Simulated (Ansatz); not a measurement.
From the elastic tensor of TiAl at 7 GPa (stress–strain coefficients) to moduli and sound speeds

The calculation used DFT PBEsol, scalar-relativistic, plane waves, PAW (Ansatz). Cutoff 420 eV, 16×16×10 k-points (Γ-centred), Fermi-Dirac smearing of 0.15 eV. No spin polarisation.

The structure is tetragonal, space group P4/mmm (No. 123). The conventional cell has a = 2.749 Å, b = 2.749 Å, c = 3.969 Å, α = 90.00°, β = 90.00°, γ = 90.00°. Ti (site symmetry 4/mmm) is surrounded by 4 Ti at 2.75 Å and 8 Al at 2.78 Å. Al (site symmetry 4/mmm) is surrounded by 4 Al at 2.75 Å and 8 Ti at 2.78 Å.

In a metal, frequencies and elastic constants depend on the k mesh and the smearing, soft modes and shear constants most. Other phases may be more stable at this pressure.

Relaxed-ion constants (GPa, on the Cartesian axes of the calculation):
C11 = 244.7, C12 = 75.6, C13 = 117.5, C22 = 244.7, C23 = 117.5, C33 = 200.8, C44 = 138.2, C55 = 138.2, C66 = 42.3 GPa; the others vanish.

Density 4.145 g/cm³; 2 atoms in 29.98 Å³.

The values that follow are for a polycrystal of randomly turned grains, by Hill's mean where one number stands. In a crystal this anisotropic the Voigt and Reuss bounds lie far apart, so Hill's mean and the sound speeds and Debye temperature from it are rough.

With S = C⁻¹: B_V = (C11+C22+C33+2(C12+C13+C23))/9, G_V = (C11+C22+C33−C12−C13−C23+3(C44+C55+C66))/15, 1/B_R = S11+S22+S33+2(S12+S13+S23), 15/G_R = 4(S11+S22+S33−S12−S13−S23)+3(S44+S55+S66); Hill is their mean. Then v_l = √((B+4G/3)/ρ), v_t = √(G/ρ), v_m = [(2/v_t³+1/v_l³)/3]^(−1/3) and Θ = (ħ/k_B)·v_m·(6π²n/V)^(1/3) for n atoms in the volume V; E = 9BG/(3B+G), ν = (3B−2G)/(2(3B+G)) and A^U = 5G_V/G_R + B_V/B_R − 6.

* Bulk modulus, Voigt / Reuss / Hill: 145.7 / 145.7 / 145.7 GPa
* Shear modulus, Voigt / Reuss / Hill: 89.0 / 67.8 / 78.4 GPa
* Young's modulus: 199 GPa
* Poisson ratio: 0.272
* Pugh ratio B/G: 1.86
* Universal anisotropy index: 1.57
* Longitudinal and transverse sound speeds: 7769 and 4349 m/s
* Debye temperature from the mean sound speed: 584 K

Cost: 1 run of about 2.8 core-minutes, on AMD EPYC 7R43 (Zen 3) (shared hosts).